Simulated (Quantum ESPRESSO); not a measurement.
# Planted mistakes on one cell of Al2InGaAs4

Calculated results; nothing here was measured. They come from pw.x of Quantum ESPRESSO 7.5, a plane-wave density functional program, with PseudoDojo standard norm-conserving files (v0.5 for PBE, v0.4.1 for LDA and PBEsol). The cells are made up: elements, strain and atom displacements were drawn at random, and nothing was relaxed. There is no spin polarisation, spin-orbit coupling or dispersion term.

The cell has 8 sites of a zincblende or diamond lattice. Sites 1 to 4 hold Al In Al Ga; sites 5 to 8 hold As As As As. Cell vectors in Å: (5.753, 0.000, 0.000); (0.000, 5.753, 0.000); (0.000, 0.000, 5.753). Settings: PBE, cutoff 1143 eV, 4 x 4 x 4 k mesh shifted by half a step, Fermi-Dirac smearing of 0.025 eV.

The intended run has a self-consistency threshold of 1e-07 eV, a smearing term of 0.000 eV, a pressure of 3.99 GPa and 11 iterations. Each further run changes one thing: all lengths scaled by 0.9850; atoms of sites 1 and 5 exchanged; cutoff 754 eV; files of LDA; k mesh 2 x 2 x 2; one electron added; smearing 0.74 eV; threshold 0.03 eV. A coarse mesh keeps the shift, and a charged cell sits in a uniform background.

| run | change of free energy (eV) | smearing term -TS (eV) | change of P (GPa) | largest change of a force component (eV/Å) | iterations |
| --- | --- | --- | --- | --- | --- |
| A | 0.000 | 0.000 | 0.54 | 0.474 | 5 |
| B | -1.170 | -3.933 | 1.76 | 0.074 | 10 |
| C | 0.308 | 0.000 | 3.86 | 0.157 | 10 |
| D | 21.997 | 0.000 | -142.78 | 0.018 | 10 |
| E | 0.486 | 0.000 | 0.29 | 0.039 | 11 |
| F | 16.113 | 0.000 | -4.58 | 0.215 | 10 |
| G | 9.210 | -0.002 | 10.87 | 0.110 | 11 |
| H | 3.219 | -0.007 | 2.98 | 0.482 | 11 |

A rerun of the intended cell at 1437 eV and k mesh 6 x 6 x 6 moved values by no more than 0.011 eV in the cell's energy, 0.02 GPa in stress and 0.003 eV/Å in force.

Question: which change belongs to which run?

## Worked reading

Run A has the fewest iterations, as a run stopped early does. Run B has the largest smearing term, as wide smearing gives. Run D has a higher energy and the largest fall in pressure, as too small a basis gives. Run C changes the volume by a factor of 0.9557; minus its pressure change over the logarithm of that factor, 85 GPa, is a rough bulk modulus with clamped atoms. Energies from files of another functional, or of a charged cell, have another zero and say nothing on stability; the pressure of a charged cell rests on the program's zero of potential too.

## Key

| run | change |
| --- | --- |
| A | threshold 0.03 eV |
| B | smearing 0.74 eV |
| C | all lengths scaled by 0.9850 |
| D | cutoff 754 eV |
| E | k mesh 2 x 2 x 2 |
| F | files of LDA |
| G | one electron added |
| H | atoms of sites 1 and 5 exchanged |